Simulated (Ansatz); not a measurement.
# Guessed and relaxed cells of Au

Recipe of this trial structure of Au: random cell by space group and Wyckoff sites (Fm-3m, No. 225). Its size is a rough estimate.

start.cif

```cif
data_structure
_symmetry_space_group_name_H-M 'P 1'
_symmetry_Int_Tables_number 1
_cell_length_a 4.2083
_cell_length_b 4.2083
_cell_length_c 4.2083
_cell_angle_alpha 60.000
_cell_angle_beta 60.000
_cell_angle_gamma 60.000
_cell_volume 52.70
loop_
_atom_site_label
_atom_site_type_symbol
_atom_site_fract_x
_atom_site_fract_y
_atom_site_fract_z
_atom_site_occupancy
Au1 Au 0.00000 0.00000 0.00000 1
Au2 Au 0.75000 0.75000 0.75000 1
Au3 Au 0.25000 0.25000 0.25000 1
```

All numbers below come from DFT PBE, scalar-relativistic, plane waves, PAW in Ansatz. Cutoff 420 eV, Gaussian smearing, Γ-centred meshes. Cell and atoms relax first on a coarse mesh and then on a finer one. In between, the cell is made exact in the group found at 0.06 Å. In metals the finer mesh still leaves noise of several meV/atom or more. The steps can't lower the symmetry of their start. No spin polarisation.

end.cif

```cif
data_structure
_symmetry_space_group_name_H-M 'P 1'
_symmetry_Int_Tables_number 1
_cell_length_a 4.5004
_cell_length_b 4.5004
_cell_length_c 4.5004
_cell_angle_alpha 60.000
_cell_angle_beta 60.000
_cell_angle_gamma 60.000
_cell_volume 64.45
loop_
_atom_site_label
_atom_site_type_symbol
_atom_site_fract_x
_atom_site_fract_y
_atom_site_fract_z
_atom_site_occupancy
Au1 Au 0.00000 0.00000 0.00000 1
Au2 Au 0.75000 0.75000 0.75000 1
Au3 Au 0.25000 0.25000 0.25000 1
```

The symmetry stays Fm-3m (No. 225). The volume per atom grows by 22.3 %, from 17.6 to 21.5 Å³. The shortest distance goes from 2.58 Å (Au–Au) to 2.76 Å (Au–Au). The energy falls by about 0.36 eV/atom (the start's value is from the coarse mesh).

| Property | Result |
| --- | --- |
| Volume per atom | 21.48 Å³ |
| Density | 15.22 g/cm³ |
| Energy over the standard state | +0.21 eV/atom |
| Gap on the 12×12×12 mesh of the 3-atom cell | 0 eV (a metal) |

Energies count from the standard state of Au at the same level. It lies above the standard state, so it could only be metastable.

The last run used Gaussian smearing of 0.10 eV. Spin–orbit coupling, which can matter for Au, is left out. Symmetry constrained the relaxation, so the result can be a saddle point. In all, the 3 runs took 76 s on 1 thread of Intel(R) Xeon(R) Processor @ 2.50GHz (Skylake/Cascade Lake) (shared host).
